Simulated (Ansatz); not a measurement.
The relaxed structure here is a generated cell of V2Si: the first start was made by a random draw of sites in a space group, and the end was not matched to a known phase here, so it may be hypothetical.

Relaxation of a randomly generated symmetric cell of V2Si (space group No. 164); 3 atoms in the cell, which starts as P-3m1 (No. 164), hP3; a = b = 3.819 Å, c = 3.489 Å, α = β = 90.00°, γ = 120.00°. Method: r2SCAN (plane waves to 500 eV, PAW, scalar-relativistic; Ansatz, an electronic-structure program). Γ-centred k-mesh 7×7×7 on the run's cell (coarser than for final values), Fermi–Dirac smearing 0.05 eV. This is the first round of the run. Spin-polarised start, with parallel moments on V.

The optimiser's lines from the output (shortened; P is positive under compression):

```
relax step   1: F+E_penalty+E_count = -6470.63240916 eV  Δ(F+E_penalty+E_count) = +0.000e0 eV  max|allowed force component| = 5.318e0 eV/Å  Δτ_max = 0.0000 Å  P = +36.752 GPa  Ω = 44.064 Å³  (24 SCF iters, dr2 threshold 1.00e-7 eV, accepted)
relax step   2: F+E_penalty+E_count = -6472.34486484 eV  Δ(F+E_penalty+E_count) = -1.712e0 eV  max|allowed force component| = 8.504e-1 eV/Å  Δτ_max = 0.1884 Å  P = +10.815 GPa  Ω = 43.951 Å³  (14 SCF iters, dr2 threshold 3.00e-7 eV, accepted)
relax step   3: F+E_penalty+E_count = -6472.75162368 eV  Δ(F+E_penalty+E_count) = -4.068e-1 eV  max|allowed force component| = 4.544e-1 eV/Å  Δτ_max = 0.0165 Å  P = +3.902 GPa  Ω = 43.773 Å³  (12 SCF iters, dr2 threshold 3.00e-7 eV, accepted)
relax step   4: F+E_penalty+E_count = -6473.02736772 eV  Δ(F+E_penalty+E_count) = -2.757e-1 eV  max|allowed force component| = 2.831e-1 eV/Å  Δτ_max = 0.0207 Å  P = +1.298 GPa  Ω = 42.846 Å³  (16 SCF iters, dr2 threshold 3.00e-7 eV, accepted)
relax step   5: F+E_penalty+E_count = -6473.27931281 eV  Δ(F+E_penalty+E_count) = -2.519e-1 eV  max|allowed force component| = 2.994e-1 eV/Å  Δτ_max = 0.0206 Å  P = +0.935 GPa  Ω = 41.609 Å³  (15 SCF iters, dr2 threshold 3.00e-7 eV, accepted)
relax step   6: F+E_penalty+E_count = -6473.51259941 eV  Δ(F+E_penalty+E_count) = -2.333e-1 eV  max|allowed force component| = 5.817e-1 eV/Å  Δτ_max = 0.0235 Å  P = +1.902 GPa  Ω = 40.303 Å³  (12 SCF iters, dr2 threshold 3.00e-7 eV, accepted)
relax step   7: F+E_penalty+E_count = -6473.58321067 eV  Δ(F+E_penalty+E_count) = -7.061e-2 eV  max|allowed force component| = 9.638e-1 eV/Å  Δτ_max = 0.0490 Å  P = +5.139 GPa  Ω = 38.866 Å³  (13 SCF iters, dr2 threshold 3.00e-7 eV, accepted)
relax step   8: F+E_penalty+E_count = -6473.76100076 eV  Δ(F+E_penalty+E_count) = -1.778e-1 eV  max|allowed force component| = 9.543e-1 eV/Å  Δτ_max = 0.1231 Å  P = -0.350 GPa  Ω = 39.472 Å³  (13 SCF iters, dr2 threshold 3.00e-7 eV, accepted)
relax step   9: F+E_penalty+E_count = -6474.05845843 eV  Δ(F+E_penalty+E_count) = -2.975e-1 eV  max|allowed force component| = 8.926e-1 eV/Å  Δτ_max = 0.1989 Å  P = -2.092 GPa  Ω = 39.080 Å³  (14 SCF iters, dr2 threshold 3.00e-7 eV, accepted)
relax step  10: F+E_penalty+E_count = -6474.27378096 eV  Δ(F+E_penalty+E_count) = -2.153e-1 eV  max|allowed force component| = 1.990e-2 eV/Å  Δτ_max = 0.1955 Å  P = -3.064 GPa  Ω = 38.860 Å³  (13 SCF iters, dr2 threshold 3.00e-7 eV, accepted)
relax step  11: F+E_penalty+E_count = -6474.12465075 eV  Δ(F+E_penalty+E_count) = +1.491e-1 eV  max|allowed force component| = 7.438e-1 eV/Å  Δτ_max = 0.0694 Å  P = -2.702 GPa  Ω = 39.321 Å³  (12 SCF iters, dr2 threshold 3.00e-7 eV, rejected (line search))
relax step  12: F+E_penalty+E_count = -6474.27714894 eV  Δ(F+E_penalty+E_count) = -3.368e-3 eV  max|allowed force component| = 1.704e-1 eV/Å  Δτ_max = 0.0370 Å  P = +1.645 GPa  Ω = 37.999 Å³  (16 SCF iters, accepted)
relax step  13: F+E_penalty+E_count = -6474.28609102 eV  Δ(F+E_penalty+E_count) = -8.942e-3 eV  max|allowed force component| = 2.564e-2 eV/Å  Δτ_max = 0.0285 Å  P = +0.274 GPa  Ω = 38.240 Å³  (11 SCF iters, dr2 threshold 3.00e-7 eV, accepted)
relax step  14: F+E_penalty+E_count = -6474.28620192 eV  Δ(F+E_penalty+E_count) = -1.109e-4 eV  max|allowed force component| = 1.641e-3 eV/Å  Δτ_max = 0.0045 Å  P = -0.010 GPa  Ω = 38.297 Å³  (9 SCF iters, dr2 threshold 2.32e-7 eV, accepted)
relax step  15: F+E_penalty+E_count = -6474.28657983 eV  Δ(F+E_penalty+E_count) = -3.779e-4 eV  max|allowed force component| = 1.449e-3 eV/Å  Δτ_max = 0.0000 Å  P = -0.034 GPa  Ω = 38.297 Å³  stress off target by 8.42e-2 GPa  SCF on the basis re-selected at this cell (its energy is not comparable with the rows above)  (11 SCF iters)
relax step  16: F+E_penalty+E_count = -6474.28658495 eV  Δ(F+E_penalty+E_count) = -5.118e-6 eV  max|allowed force component| = 3.584e-5 eV/Å  Δτ_max = 0.0003 Å  P = +0.003 GPa  Ω = 38.290 Å³  (7 SCF iters, dr2 threshold 1.77e-8 eV, accepted)
relax step  17: F+E_penalty+E_count = -6474.28658220 eV  Δ(F+E_penalty+E_count) = +2.747e-6 eV  max|allowed force component| = 2.496e-5 eV/Å  Δτ_max = 0.0000 Å  P = +0.003 GPa  Ω = 38.290 Å³  stress off target by 3.23e-3 GPa  SCF on the basis re-selected at this cell (its energy is not comparable with the rows above)  (10 SCF iters)
```

From the first to the last row the energy changes by -1.22 eV/atom and the volume by -13.1 %. The last row is marked as not comparable with the walk above it, whose basis was carried along; it does compare with step 1, since both stand on a basis selected at the nominal cutoff for their own cell.

Step 11 was rejected by the optimiser.

Later rounds, restarted from the end of this one on a renewed k-mesh, logged 8 more steps and released under 0.01 eV/atom more. The final structure after all rounds: P-3m1 (No. 164), hP3; a = 4.133 Å, b = 4.133 Å, c = 2.588 Å, α = 90.00°, β = 90.00°, γ = 120.00°. Between re-selections the logged energies stand on a plane-wave basis carried along with the cell. No spin polarisation in the result: the starting moments vanished.

The run could not lose the symmetry of its start: the end is stationary, and may be a saddle point rather than a minimum.
